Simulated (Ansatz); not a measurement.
Ir:
```yaml
crystal:
  lattice:
    - [0.00000, 2.78403, 2.78403]
    - [2.78403, 0.00000, 2.78403]
    - [2.78403, 2.78403, 0.00000]
  atoms:
    - { symbol: Ir, position: [0.00000, 0.00000, 0.00000] }
    - { symbol: Ir, position: [0.25000, 0.25000, 0.25000] }
```

Relaxed with PBE. Special points in fractions of this cell's reciprocal vectors: Γ (0.000, 0.000, 0.000); X (0.500, 0.000, 0.500); U (0.625, 0.250, 0.625); K (0.375, 0.375, 0.750); L (0.500, 0.500, 0.500); W (0.500, 0.250, 0.750).

Question: List the band energies nearest the Fermi level at these points for the program Ansatz at the PBE with spin–orbit coupling level (PAW).

Answer: In eV from the Fermi level; about four levels below and three above (degenerate sets whole), none deeper than 8.9 eV; points with the same levels are listed once.

| k | below | above |
|---|---|---|
| Γ | -1.81 -1.81 -1.81 -1.81 -1.68 -1.68 | 0.80 0.80 0.80 0.80 |
| X | -2.49 -2.49 -2.49 -2.49 | 0.52 0.52 0.52 0.52 |
| U | -2.76 -2.76 -2.47 -2.47 | 0.55 0.55 0.98 0.98 |
| L | -1.11 -1.11 -0.99 -0.99 | 0.16 0.16 0.36 0.36 |
| W | -2.98 -2.98 -2.84 -2.84 | 0.83 0.83 1.02 1.02 |

Space group Fd-3m (diamond). The start of the workflow was typed in or built on a structure type; neither database checked (COD, Materials Project) lists it. It is not the phase usual at ambient conditions (space group No. 225). The PBE relaxation kept the symmetry of its start; its stability against distortions is not shown here. The run is not spin-polarised.

Potentials: the earlier of the program's two PAW sets.
